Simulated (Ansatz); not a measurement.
Total density of states per atom from r²SCAN (plane waves, PAW; program Ansatz), in 0.25 eV bins, energy from the valence-band maximum:

(E (eV), states/eV/atom): (-4.06, 0.00); (-3.81, 0.28); (-3.56, 0.71); (-3.31, 0.97); (-3.06, 0.94); (-2.81, 0.92); (-2.56, 0.87); (-2.31, 0.72); (-2.06, 0.65); (-1.81, 0.64); (-1.56, 0.64); (-1.31, 0.67); (-1.06, 0.74); (-0.81, 0.95); (-0.56, 1.14); (-0.31, 0.95); (-0.06, 0.22); (0.19, 0.00); (0.44, 0.00); (0.69, 0.00); (0.94, 0.00); (1.19, 0.00); (1.44, 0.00); (1.69, 0.00); (1.94, 0.00); (2.19, 0.00); (2.44, 0.00); (2.69, 0.00); (2.94, 0.00); (3.19, 0.00); (3.44, 0.00); (3.69, 0.00); (3.94, 0.00); (4.19, 0.00); (4.44, 0.00); (4.69, 0.00); (4.94, 0.00); (5.19, 0.00); (5.44, 0.00); (5.69, 0.00); (5.94, 0.00); (6.19, 0.00); (6.44, 0.00); (6.69, 0.00); (6.94, 0.00); (7.19, 0.00); (7.44, 0.00); (7.69, 0.00); (7.94, 0.00); (8.19, 0.00); (8.44, 0.00); (8.69, 0.00); (8.94, 0.00); (9.19, 0.02); (9.44, 0.04); (9.69, 0.06); (9.94, 0.07); (10.19, 0.10); (10.44, 0.15); (10.69, 0.19); (10.94, 0.19); (11.19, 0.19); (11.44, 0.19); (11.69, 0.19)

Question: Which of these materials gives this?
(A) LiIn3, Cu3Au type
(B) LiF, CsCl type
(C) Ba2ScO3F, I4mm (Pearson symbol tI14)
(D) LaMg, CsCl type

Answer: B, LiF, CsCl type. Top 1 eV of the valence band: F 2p 99 %. Bottom 1 eV of the conduction band: Li 2s 61 %, F 2s 24 %, outside the projected shells 10 %. Projections are on Löwdin-orthogonalised atomic valence shells; empty p or d shells of many metals are not among them.

Space group Pm-3m (CsCl type). The first step of the workflow began from a Materials Project structure, measured or hypothetical; the Crystallography Open Database copy checked does not list it. It is not the phase usual at ambient conditions (space group No. 225). The r²SCAN relaxation kept the symmetry of its start. At this level the phase is dynamically unstable (imaginary phonons).

Potentials: the later of the program's two PAW sets.
